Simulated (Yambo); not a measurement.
G0W0@LDA for SrAgSF (space group P4/nmm, No. 129) in Yambo. Reference settings: 4×4×1 Γ-centred k mesh, bands 9 to 181 and a 6 Ry block in the screening, 181 bands in G with the Bruneval-Gonze terminator, plasmon pole fitted at 27.2 eV. The LDA gap Γ → Γ on this mesh is 1.01 eV; G0W0 gaps are taken between the same points.

```csv
change from the reference,G0W0 gap Γ → Γ (eV),shift of the valence edge (eV)
reference settings,2.22,-0.62
"83 bands in W, 83 bands in G, no terminator",2.36,-0.02
"83 bands in W, 83 bands in G, 3 Ry block",2.39,-0.34
"146 bands in W, 146 bands in G, 3 Ry block, no terminator",…,-0.33
"83 bands in W, 83 bands in G, 5 Ry block",2.42,-0.36
"111 bands in W, 111 bands in G, 5 Ry block",2.30,-0.47
"61 bands in W, 61 bands in G",…,-0.22
"146 bands in W, 146 bands in G, 4 Ry block",2.22,-0.52
```

Estimate the withheld gaps from the other rows; the computed values follow.


- 146 bands in W, 146 bands in G, 3 Ry block, no terminator, G0W0 gap Γ → Γ (eV): 2.14
- 61 bands in W, 61 bands in G, G0W0 gap Γ → Γ (eV): 2.68

The reference isn't shown to be the converged limit.

Spin-orbit coupling is not included.

Geometry of the Materials Project entry, not relaxed at this level; primitive cell a = b = 4.1086 Å, c = 9.1301 Å, α = β = γ = 90.00°.

The structure is a Materials Project entry; no match was found in the copy of COD used, and its stability was not checked.

A shift is the quasiparticle energy of the state minus its LDA energy.
